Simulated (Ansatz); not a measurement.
SiGe in space group P-6m2 (No. 187; Ge on 1a, Si on 1f) under volume change, plane-wave PAW PBEsol (Ansatz code), shape and atoms relaxed at each volume.

```json
[
 {"V (Å³/atom)": "16.096", "E − E(relaxed) (meV/atom)": "?", "P (GPa)": "?"},
 {"V (Å³/atom)": "16.627", "E − E(relaxed) (meV/atom)": "13.2", "P (GPa)": "5.21"},
 {"V (Å³/atom)": "17.158", "E − E(relaxed) (meV/atom)": "?", "P (GPa)": "?"},
 {"V (Å³/atom)": "17.688", "E − E(relaxed) (meV/atom)": "0.0", "P (GPa)": "-0.02"},
 {"V (Å³/atom)": "18.219", "E − E(relaxed) (meV/atom)": "2.6", "P (GPa)": "-1.92"},
 {"V (Å³/atom)": "18.750", "E − E(relaxed) (meV/atom)": "12.2", "P (GPa)": "-3.79"},
 {"V (Å³/atom)": "19.280", "E − E(relaxed) (meV/atom)": "27.4", "P (GPa)": "-5.31"}
]
```

Q: Fill in the missing entries.

A: 
- 16.096, E − E(relaxed) (meV/atom): 36.2
- 16.096, P (GPa): 8.82
- 17.158, E − E(relaxed) (meV/atom): 1.1
- 17.158, P (GPa): 2.14

Q: What does a third-order Birch–Murnaghan fit give for V₀, B₀ and B′?

A: V₀ = 17.67 Å³/atom, B₀ = 74.2 GPa, B′ = 5.0.

A made-up cell: these elements were put on the sites of a structure type; neither database checked (COD, Materials Project) lists it. Its standing as an ambient phase is unchecked. Symmetry was held in the PBEsol relaxation; of distortions, only those at the zone centre were tested.

Potentials: the later of the program's two PAW sets.
